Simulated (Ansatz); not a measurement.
Consider the following.

Starting cell, KF (rock salt):

```yaml
crystal:
  lattice:
    - [0.00000, 2.71039, 2.71039]
    - [2.71039, 0.00000, 2.71039]
    - [2.71039, 2.71039, 0.00000]
  atoms:
    - { symbol: F, position: [0.00000, 0.00000, 0.00000] }
    - { symbol: K, position: [0.50000, 0.50000, 0.50000] }
```

In this cell atom 1 (F, nearest neighbour K at 2.710 Å; its periodic images, 3.8 Å or more away, move with it) is moved by s towards the nearest neighbour, unit vector (-1.000, 0.000, 0.000); all other atoms and the cell stay fixed.

Calculation: PBE (plane waves to 420 eV, PAW, scalar-relativistic; Ansatz, a first-principles code). k mesh 9×9×9 (Γ-centred), Fermi-Dirac smearing 0.05 eV. E stands for the smeared free energy. KF was relaxed with its symmetry unable to fall. The zero of ΔE is the undisplaced structure.

The scan covers s from -0.270 to 0.270 Å in 11 points.

Q: Is the energy the same for equal positive and negative displacements?

A: Even: the same for both signs. With its periodic images moving along, the atom's site symmetry in this cell is m-3m.

Q: What is the energy change at s = 0.270 Å?

A: 55.1 meV/cell.

Q: What force acts on the atom along the line at s = -0.270 Å?

A: 0.474 eV/Å.

Q: What is the force constant k = d²E/ds² of this move at s = 0?

A: 1.27 eV/Å².

Q: With two atoms in the cell this is the zone-centre optical mode. What wavenumber follows (transverse: no LO-TO term)?

A: 165 cm⁻¹.

(A displaced cell: forces are minus the slopes of the energy, force constants its curvatures, and phonons follow from these.)
